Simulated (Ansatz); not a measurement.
BiTe:
```
BiTe
1.0
    2.42355     1.39924     3.31291
   -2.42355     1.39924     3.31291
    0.00000    -2.79847     3.31291
Bi Te
1 1
Direct
  0.50000   0.50000   0.50000
  0.00000   0.00000   0.00000
```

Relaxed with PBE. Special points in fractions of this cell's reciprocal vectors: Γ (0.000, 0.000, 0.000); T (0.500, 0.500, 0.500); H2 (0.714, 0.286, 0.500); H0 (0.500, -0.286, 0.286); L (0.500, 0.000, 0.000); S0 (0.393, -0.393, 0.000); S2 (0.607, 0.000, 0.393); F (0.500, 0.000, 0.500).

**Question.** List the band energies nearest the Fermi level at these points for PBE (plane waves, PAW; program Ansatz).

**Answer.** In eV from the Fermi level; about four levels below and three above (degenerate sets whole), none deeper than 8.9 eV; points with the same levels are listed once.

```json
[
 {"k": "Γ", "below": "-8.28 -2.93 -2.93 -1.61", "above": "1.87 2.51 2.51"},
 {"k": "T", "below": "-2.24 -1.57 -1.27 -1.27", "above": "7.98 8.60 9.18 9.18"},
 {"k": "H2", "below": "-4.88 -4.87 -1.77 -0.62", "above": "3.18 3.56 5.53"},
 {"k": "L", "below": "-1.83 -1.03 -0.96 -0.61", "above": "0.31 6.73 6.85"},
 {"k": "S0", "below": "-5.36 -3.74 -2.98", "above": "2.04 2.39 3.23"},
 {"k": "F", "below": "-5.61 -4.50 -3.30", "above": "2.42 3.05 3.58"}
]
```

Space group R-3m. The workflow started from a Materials Project entry (that database holds measured and hypothetical structures alike); the Crystallography Open Database copy checked does not list it. COD files the formula under space group No. 164, 225. Whether it is the stable phase at ambient conditions was not checked. The PBE relaxation kept the symmetry of its start; its stability against distortions is not shown here. With an odd number of electrons in the cell and no spin polarisation, the count alone makes it a metal. Spin–orbit coupling is left out wherever it is not named.

Potentials: the later of the program's two PAW sets.
